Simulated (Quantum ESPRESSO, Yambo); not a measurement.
**Levels of theory for the gap of LiNbO₃**

LiNbO3 (space group R-3, No. 148): one geometry, one set of PBEsol (pw.x of Quantum ESPRESSO, ONCV potentials, no spin-orbit coupling) orbitals, self-energies from Yambo (2×2×2 Γ-centred k mesh, bands 5 to 182 and a 7 Ry block in the screening, 182 bands in G with the Bruneval-Gonze terminator, plasmon pole fitted at 27.2 eV).

The geometry is that of Materials Project entry mp-1078377, symmetrised and not relaxed again.

```json
[
 {"level": "PBEsol (Quantum ESPRESSO)", "gap F → F (eV)": "3.84", "rough Yambo cost": "–"},
 {"level": "exchange only (Hartree-Fock self-energy on PBEsol orbitals)", "gap F → F (eV)": "14.56", "rough Yambo cost": "about 1/9 (8 states)"},
 {"level": "static COHSEX@PBEsol", "gap F → F (eV)": "6.35", "rough Yambo cost": "within a factor of two (2 states)"},
 {"level": "G0W0@PBEsol, plasmon pole", "gap F → F (eV)": "5.67", "rough Yambo cost": "1 (8 states)"}
]
```

Bare exchange has no screening and gives the widest gap; static COHSEX screens it but leaves out the frequency dependence, which G0W0 restores. The mesh misses a band edge: along a dense path the PBEsol gap is 3.79 eV against 3.84 eV on the mesh.

Costs are rough ratios of core time on shared machines.

Nearest settings tried, and what they do to the gap: 121 bands in G: +16 meV; 121 bands in W, 121 bands in G: +58 meV; 6 Ry block (205 vectors against 265): -8 meV. Not varied: mesh. So the settings aren't converged at that level. The k mesh is coarse.

Spin-orbit splittings are left out.

This is not the ordinary phase of the substance.
